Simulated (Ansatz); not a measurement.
KZnF$_{3}$ (cubic perovskite, Pm-3m), PBE in the plane-wave PAW code Ansatz. The conduction-band minimum lies at Γ, with 1 equivalent valley. Second derivatives d²E/dk² of the lowest band at one valley (eV·Å²), along Cartesian directions:

```tsv
direction	d²E/dk²
[100]	17.19
[010]	17.19
[001]	17.19
[110]	17.19
[101]	17.19
[011]	17.19
```

Q: Find the principal effective masses, the density-of-states mass and the conductivity mass.

A: Off-diagonal terms follow from H_xy = H[110] − (H_xx + H_yy)/2, and m*/mₑ = 7.620 eV·Å² over each eigenvalue: 0.44, 0.44, 0.44. One valley's DOS mass (m₁m₂m₃)^(1/3) = 0.44, conductivity mass 3/(Σ 1/mᵢ) = 0.44 mₑ.

Q: What effective density of states Nc follows at 300 K for parabolic valleys?

A: Nc = 2.509e19 × 1 × (0.44)^(3/2) ≈ 7.3e18 cm⁻³.

The PBE relaxation kept the symmetry of its start.

Potentials: the later of the program's two PAW sets.

Edges and masses are those of Kohn–Sham bands, whose gap is no quasiparticle gap.
